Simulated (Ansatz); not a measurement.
Data:

Starting cell, Na (bcc, W type):

```xyz
2
Lattice="-4.2220 4.2220 4.2220 0.0000 0.0000 4.2220 0.0000 4.2220 0.0000" Properties=species:S:1:pos:R:3 pbc="T T T"
Na     0.0000     0.0000     0.0000
Na    -2.1110     2.1110     2.1110
```

The atoms are displaced by Q × the pattern below (from a DFPT mode at H = (0.5, 0.5, 0.5), largest move 1; Q in Å), at fixed cell. It is one choice among 3 degenerate patterns. (q is in reciprocal vectors of the primitive cell; the cell shown is doubled to hold the pattern.)

```tsv
atom	x	y	z
Na1	0.000	0.000	-1.000
Na2	0.000	0.000	1.000
```

Level of theory: r2SCAN (plane waves to 500 eV, PAW, scalar-relativistic; Ansatz, a first-principles code). k mesh 16×16×16 (Γ-centred), Fermi-Dirac smearing 0.05 eV. E stands for the smeared free energy. With partly filled bands, energies and forces of such displacements shift with the k mesh and the smearing. Na was relaxed with its symmetry unable to fall. ΔE is measured from the undisplaced structure.

The scan covers Q from -0.100 to 0.100 Å in 13 points.

Problem. Which space group does the distorted structure have?

Solution. P4/nmm (No. 129), lowered from Im-3m.

Problem. What is the energy change at Q = 0.100 Å?

Solution. 14.3 meV/cell.

Problem. What harmonic wavenumber does the curvature at Q = 0 give?

Solution. 130 cm⁻¹.

(For displaced atoms, the force is minus the slope of the energy, and its curvature is a force constant, which sets phonon frequencies.)
